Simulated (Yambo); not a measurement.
# Convergence of the G0W0 gap of GaAs

G0W0@PBEsol for GaAs (zinc blende, space group F-43m, No. 216) in Yambo. Reference settings: 4×4×4 Γ-centred k mesh, 226 bands and a 10 Ry block in the screening, 226 bands in G with the Bruneval-Gonze terminator, plasmon pole fitted at 27.2 eV. The PBEsol gap Γ → Γ on this mesh is 0.31 eV; G0W0 gaps are taken between the same points.

```csv
change from the reference,G0W0 gap Γ → Γ (eV),shift of the valence edge (eV),rough Yambo cost
reference settings,0.96,-0.84,1
"144 bands in W, 144 bands in G",1.00,-0.75,within a factor of two
8 Ry block,0.96,-0.81,within a factor of two
no terminator,0.96,-0.75,–
```

The reference isn't shown to be the converged limit. Costs are rough (shared machines), scaled to the same edge states, and given only for runs that recompute the screening.

The standard potentials for As, Ga keep a d shell in the valence without the s and p states of that shell. In tests on such compounds this moved G0W0 gaps by up to about 0.9 eV, so absolute quasiparticle energies here are unreliable; differences between settings are what counts.

Spin-orbit coupling is included.

Geometry relaxed with PBEsol; primitive cell a = 4.0025 Å, b = 4.0025 Å, c = 4.0025 Å, α = 60.00°, β = 60.00°, γ = 60.00°.

A shift is the quasiparticle energy of the state minus its PBEsol energy.
